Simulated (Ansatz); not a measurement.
Relaxed candidate structures of B:

A. I4₁32 (No. 214), cI8; a = b = c = 4.6330 Å, α = β = γ = 90.00°; B 8a (0.125, 0.125, 0.125)

B. Fm-3m (No. 225), cF4, fcc (Cu type); a = b = c = 2.8561 Å, α = β = γ = 90.00°; B 4a (0.000, 0.000, 0.000)

C. Cmce (No. 64), oS8; a = 2.925 Å, b = 5.306 Å, c = 3.249 Å, α = β = γ = 90.00°; B 8f (0.000, 0.156, 0.090)

D. Pmmn, origin choice 1 (No. 59), oP2; a = 1.626 Å, b = 2.842 Å, c = 3.666 Å, α = β = γ = 90.00°; B 2b (0.500, 0.000, 0.115)

E. R-3m, hexagonal axes (No. 166), hR12, AFLOW prototype A_hR12_166_2h (as in B); a = b = 4.876 Å, c = 12.499 Å, α = β = 90.00°, γ = 120.00°; B 18h (0.238, 0.119, 0.108); B 18h (0.197, 0.395, 0.024)

F. Fd-3m, origin choice 1 (No. 227), cF8, diamond type; a = b = c = 4.032 Å, α = β = γ = 90.00°; B 8a (0.000, 0.000, 0.000)

### Question
Rank these by energy per atom (lowest first), as PBEsol (plane waves to 420 eV, PAW, scalar-relativistic; Ansatz, a program for electronic structure) gives it.

### Answer
E (reference, the lowest of the structures calculated here), C (+0.24 eV/atom), D (+0.50 eV/atom), A (+0.799 eV/atom), F (+0.98 eV/atom), B (+1.29 eV/atom)

### Question
Give each candidate's band gap.

### Answer
No gap: B, C, D, F. A: 1.41 eV (no spin-orbit coupling); E: 1.34 eV (no spin-orbit coupling).

 1 generated cell of layers, chains or molecules, poorly bound without dispersion, is left out. Each run could gain symmetry but not lose that of its start, so entries can be saddle points. From databases, or of a type measured for this composition: R-3m, hR12, AFLOW prototype A_hR12_166_2h (as in B); the others are generated cells (placed on structure types, drawn at random, substituted or restacked) that were not matched to a known phase here. The real structure of this composition may not be among these. Energies are at zero temperature and pressure, without zero-point motion. The runs use different k-meshes, so differences are rounded accordingly. No spin polarisation in the result. Gaps of cells over 8 atoms come from the SCF mesh and high-symmetry points alone.
